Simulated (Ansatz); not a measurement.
Method: DFT, BLYP, plane waves (420 eV) with PAW, scalar-relativistic in Ansatz. The PAW files were generated under PBE, with cores re-solved for the functional.

An element in the simple cubic structure gives this curve. The cell is scaled uniformly from the relaxed one, with fractional coordinates and shape fixed. Energies are extrapolated to zero smearing, pressures are those at the given smearing. Magnetic state: spin not included.

| V (Å³/atom) | E − E₀ (meV/atom) | P (GPa) |
| --- | --- | --- |
| 33.333 | 81.7 | 6.56 |
| 34.848 | 33.4 | 3.87 |
| 36.363 | 7.7 | 1.74 |
| 37.878 | 0.0 | 0.05 |
| 39.393 | 6.5 | -1.29 |
| 40.908 | 24.4 | -2.36 |
| 42.423 | 51.3 | -3.20 |

(1) Which element is it?
A. yttrium
B. sodium
C. lutetium
D. bismuth

## Answers

(1) D. Its fit is V₀ = 37.88 Å³/atom, B₀ = 38 GPa, B₀′ = 4.7.
